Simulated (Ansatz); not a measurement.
## AlN: excitons and shallow donors from band masses and screening

Theory: DFT r2SCAN, scalar-relativistic, plane waves, PAW (Ansatz 0.2.0).

Cutoff 500 eV; k points 10×10×10 on the computed 2-atom cell (Γ-centred); Gaussian smearing, width 0.02 eV; no spin polarisation.

Relaxed cell: F-43m, a = 4.370 Å, b = 4.370 Å, c = 4.370 Å, α = 90.00°, β = 90.00°, γ = 90.00°, 2 atoms in the primitive cell. This zinc-blende form isn't the usual stable structure of the compound.

The calculation gives a Kohn–Sham gap of 3.94 eV, an electron mass of 0.373 mₑ and a hole mass of 0.678 mₑ (harmonic means over x, y, z and over the bands degenerate at each edge), and ε∞ = 4.25 (independent particles, mean of the diagonal).

Task: Estimate the binding energy and radius of a Wannier–Mott exciton and of a shallow donor, and say whether the hydrogenic model can hold.

Result: The reduced mass is μ = mₙmₕ/(mₙ + mₕ) = 0.241 mₑ, with mₙ and mₕ the band masses. With E_b = 13.606 eV × μ/ε² and a = 0.529 Å × ε/μ (μ in mₑ) the exciton has E_b = 181 meV and a = 9.3 Å. For a donor μ is the electron mass: 281 meV and 6.0 Å. The exciton's radius is 3 times the shortest lattice vector (3.09 Å), so the continuum picture is reasonable. In a polar crystal the ions screen too, so a state bound more weakly than an optical phonon feels the larger static constant, which lowers the energy and widens the orbit. The other way, the small Kohn–Sham gap and the missing local fields make ε∞ too large and the masses tend to be too light, which underbinds. The edges lie at different points of the zone, so the exciton is indirect.